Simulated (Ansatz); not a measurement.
# Two states of Cs2CuHgCl6

```xyz
10
Lattice="0.0000 7.5330 0.0000 7.5330 0.0000 0.0000 3.7665 3.7665 -5.5109" Properties=species:S:1:pos:R:3 pbc="T T T"
Cu    0.0000    0.0000    0.0000
Hg    3.7665    3.7665    0.0000
Cl    3.7665    3.7665   -2.3366
Cl    7.5330    7.5330   -3.1743
Cs    3.7665    7.5330   -2.7554
Cs    7.5330    3.7665   -2.7554
Cl    1.6422    1.6422    0.0000
Cl    5.8908    1.6422    0.0000
Cl    5.8908    5.8908    0.0000
Cl    1.6422    5.8908    0.0000
```

Single point in Ansatz 0.2.0 with PBEsol, with U_eff = 2.29 eV on Cu d, V = 0.99 eV between Cu d and Cl p within 2.787 Å (all-electron-ortho-atomic projectors). Cutoff 420 eV, PAW datasets, 4×4×4 Γ-centred k mesh, fermi-dirac filling (width 0.1193 eV).

State A: Cu1 up (collinear spin). State B: no moments (no spin polarisation).

Compare the two self-consistent states.

State A is lower by 22.1 meV an atom at zero smearing; in free energy at this smearing B lies +15.1 meV an atom from A.

```json
{"state": "A", "free energy (meV/atom)": "0.0", "largest moment in a small sphere (μB)": "0.46", "net moment (μB/cell)": "0.98", "gap on mesh (eV)": "0.86", "pressure (GPa)": "-1.8", "largest force (eV/Å)": "0.35"}
{"state": "B", "free energy (meV/atom)": "15.1", "largest moment in a small sphere (μB)": "0.00", "net moment (μB/cell)": "0.00", "gap on mesh (eV)": "metal", "pressure (GPa)": "-1.9", "largest force (eV/Å)": "0.32"}
```

Origin: a known structure type with other elements, at an estimated volume, so it need not be a known compound. Caveats: no spin-orbit coupling, which can shift this gap by tenths of an eV; odd electron count without spin polarisation, so a magnetic state may lie lower.
